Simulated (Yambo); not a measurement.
```xyz
8
Lattice="2.7391 -2.7407 0.0000 2.7391 2.7407 0.0000 0.0000 0.0000 7.6976" Properties=species:S:1:pos:R:3 pbc="T T T"
O      2.7391     0.0000     3.8488
O      2.7391     0.0000     0.0000
O      1.3732    -1.3356     1.9244
O      4.1050     1.3356     5.7732
O      1.3732     1.3356     5.7732
O      4.1050    -1.3356     1.9244
W      2.7391    -0.1419     5.7732
W      2.7391     0.1419     1.9244
```

WO3 (space group Cmcm, No. 63): mean Im ε in 1 eV windows above the direct gap of 1.72 eV, for different electron-hole kernels (Yambo, broadening 0.15 eV, norm-conserving PBEsol (Quantum ESPRESSO, 84 Ry, without SOC) bands; 6×6×4 mesh, 16 valence and 6 conduction bands, static screening with 74 bands and a 3 Ry block, scissor 0.94 eV, Tamm-Dancoff; field along x).

| window (eV) | independent quasiparticles | RPA (no attraction) | BSE |
|---|---|---|---|
| 1.7 to 2.7 | 1.1 | 0.9 | 3.4 |
| 2.7 to 3.7 | 5.8 | 4.7 | 7.6 |
| 3.7 to 4.7 | 9.2 | 7.5 | 8.4 |

This run doesn't resolve bound excitons or single peaks, so only averages are given, and they too depend on the mesh; weight that the attraction moves below the gap isn't listed. All transitions below 5.16 eV are in the band window. The scissor comes from a G0W0 run whose convergence isn't established.

Without spin-orbit coupling, band edges of such heavy elements can be off by tenths of an eV.

Geometry of the Materials Project entry, not relaxed at this level.

The structure is a Materials Project entry; no match was found in the copy of COD used, and its stability was not checked.
